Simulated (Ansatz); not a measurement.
AsRu in space group Pnma (No. 62; As on 4c, Ru on 4c) under volume change, plane-wave PAW PBEsol (Ansatz code), shape and atoms relaxed at each volume.

```json
[
 {"V (Å³/atom)": "13.544", "E − E(relaxed) (meV/atom)": "88.4", "P (GPa)": "23.32"},
 {"V (Å³/atom)": "13.990", "E − E(relaxed) (meV/atom)": "36.7", "P (GPa)": "14.07"},
 {"V (Å³/atom)": "14.437", "E − E(relaxed) (meV/atom)": "8.6", "P (GPa)": "6.36"},
 {"V (Å³/atom)": "14.883", "E − E(relaxed) (meV/atom)": "0.0", "P (GPa)": "0.00"},
 {"V (Å³/atom)": "15.330", "E − E(relaxed) (meV/atom)": "7.6", "P (GPa)": "-5.36"},
 {"V (Å³/atom)": "15.776", "E − E(relaxed) (meV/atom)": "29.0", "P (GPa)": "-9.83"},
 {"V (Å³/atom)": "16.223", "E − E(relaxed) (meV/atom)": "60.8", "P (GPa)": "-12.73"}
]
```

Task: What does a third-order Birch–Murnaghan fit give for V₀, B₀ and B′?

Result: V₀ = 14.88 Å³/atom, B₀ = 191 GPa, B′ = 5.6.

The workflow started from a Materials Project entry (that database holds measured and hypothetical structures alike); the Crystallography Open Database copy checked does not list it. Its standing as an ambient phase is unchecked. The PBEsol relaxation kept the symmetry of its start; whether a distortion lowers the energy is not shown. The workflow began spin-polarised and lost its moments.

Potentials: the later of the program's two PAW sets.
